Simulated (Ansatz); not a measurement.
## Computed properties of C

C:
```cif
data_C8
_chemical_formula_sum 'C8'
_space_group_name_H-M_alt 'P 1'
_space_group_IT_number 1
_cell_length_a 4.87150
_cell_length_b 4.87150
_cell_length_c 4.87150
_cell_angle_alpha 119.949
_cell_angle_beta 74.085
_cell_angle_gamma 140.803
loop_
_space_group_symop_operation_xyz
  'x, y, z'
loop_
_atom_site_label
_atom_site_type_symbol
_atom_site_fract_x
_atom_site_fract_y
_atom_site_fract_z
_atom_site_occupancy
C1 C 0.41158 0.00000 0.91158 1
C2 C 0.58842 0.50000 0.58842 1
C3 C 0.58842 0.00000 0.08842 1
C4 C 0.41158 0.50000 0.41158 1
C5 C 0.45069 0.87776 0.57293 1
C6 C 0.80482 0.87776 0.92707 1
C7 C 0.54931 0.12224 0.42707 1
C8 C 0.19518 0.12224 0.07293 1
```

Space group Imma (No. 74); conventional cell a = 4.875 Å, b = 7.777 Å, c = 3.268 Å, α = β = γ = 90.00°.

Method: DFT-r²SCAN in the program Ansatz with PAW potentials. The cell and atoms are relaxed at this level. Other levels are named where they apply.

### Cell and energy

```yaml
volume_per_atom: 7.74 Å³
density: 2.58 g/cm³
```

### Electronic structure

```yaml
electronic_character: no gap, with almost no states at the Fermi level (zero-gap or semimetallic)
Density of states at the Fermi level: 0.01 states/eV per atom (mean over ±0.08 eV)
```

### Mechanics

```yaml
Bulk modulus (Birch–Murnaghan fit): 142 GPa
Pressure derivative B′: 5.0
```

The start of the workflow was typed in or built on a structure type; neither database checked (COD, Materials Project) lists it. It is not the phase usual at ambient conditions (space group No. 194, 227). Symmetry was held in the r²SCAN relaxation; whether a distortion lowers the energy is not shown.

Potentials: the earlier of the program's two PAW sets.
